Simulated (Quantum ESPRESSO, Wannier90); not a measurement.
# Ta2O5 (P2/m): Wannier90 run

Structure: Materials Project mp-1238961, symmetrised, not relaxed again. Not found in the COD (Crystallography Open Database) copy used, which has the formula in other groups; not checked further. Computed values, not measurements, from PBEsol: Quantum ESPRESSO (norm-conserving PseudoDojo potentials, cutoff 68 Ry, spinors with spin-orbit coupling) on a Γ-centred 4×4×4 mesh, then Wannier90. Density: 8×8×6 mesh, cold smearing 0.01 Ry.

```
begin unit_cell_cart
ang
    3.8414100000    0.0000000000    0.0000000000
    0.0000000000    3.8627200000    0.0000000000
   -1.8189390000    0.0000000000    6.5289600000
end unit_cell_cart
mp_grid = 4 4 4
```

**Question.** Which shells of neighbouring k-points and which b-vectors and weights does Wannier90 pick for this cell and mesh?

**Answer.** 
```
 *---------------------------------- K-MESH ----------------------------------*
 +----------------------------------------------------------------------------+
 |                    Distance to Nearest-Neighbour Shells                    |
 |                    ------------------------------------                    |
 |          Shell             Distance (Ang^-1)          Multiplicity         |
 |          -----             -----------------          ------------         |
 |             1                   0.240589                      2            |
 |             2                   0.406655                      2            |
 |             3                   0.424484                      2            |
 |             4                   0.428081                      2            |
 |             5                   0.472495                      4            |
 |             6                   0.481178                      2            |
 |             7                   0.541189                      2            |
 |             8                   0.549624                      2            |
       ... (lines left out)
 +----------------------------------------------------------------------------+
 | The b-vectors are chosen automatically                                     |
 | The following shells are used:                       1,  2,  3,  4         |
 +----------------------------------------------------------------------------+
 |                        Shell   # Nearest-Neighbours                        |
 |                        -----   --------------------                        |
 |                          1               2                                 |
 |                          2               2                                 |
 |                          3               2                                 |
 |                          4               2                                 |
 +----------------------------------------------------------------------------+
 | Completeness relation is fully satisfied [Eq. (B1), PRB 56, 12847 (1997)]  |
 +----------------------------------------------------------------------------+
 |                  b_k Vectors (Ang^-1) and Weights (Ang^2)                  |
 |                  ----------------------------------------                  |
 |            No.         b_k(x)      b_k(y)      b_k(z)        w_b           |
 |            ---        --------------------------------     --------        |
 |             1         0.000000    0.000000    0.240589     7.892630        |
 |             2         0.000000    0.000000   -0.240589     7.892630        |
 |             3         0.000000    0.406655    0.000000     3.023547        |
 |             4         0.000000   -0.406655    0.000000     3.023547        |
 |             5         0.408911    0.000000    0.113921     1.574357        |
 |             6        -0.408911    0.000000   -0.113921     1.574357        |
 |             7         0.408911    0.000000   -0.126668     1.415921        |
 |             8        -0.408911    0.000000    0.126668     1.415921        |
```
